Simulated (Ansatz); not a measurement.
## Zone-centre modes in TiO₂

Computed with Ansatz 0.2.0, DFT PBE+U, scalar-relativistic, plane waves, PAW. The runs took a 420 eV cutoff, a Γ-centred 6×6×10 mesh and Gaussian smearing (0.05 eV). U_eff on d shells: Ti 4 eV. No spin polarisation.

Reference structure (relaxed at this level):

```
Ti O
1.0
     4.64038    0.00000    0.00000
     0.00000    4.64038    0.00000
     0.00000    0.00000    3.00638
Ti O
2 4
Direct
  0.00000 0.00000 0.00000
  0.50000 0.50000 0.50000
  0.30565 0.30565 0.00000
  0.19435 0.80565 0.50000
  0.69435 0.69435 0.00000
  0.80565 0.19435 0.50000
```

Harmonic modes by finite displacements of 0.02 Å, without the LO–TO term.

Q: At this geometry, is the structure stable against these modes?

A: Yes: no mode is imaginary beyond 10 cm⁻¹, and only the three translations lie near zero.

Q: List the wavenumbers in cm⁻¹.

A: 0, 0, 0, 130, 148, 166, 166, 210, 357, 357, 398, 419, 438, 438, 485, 485, 572, 769.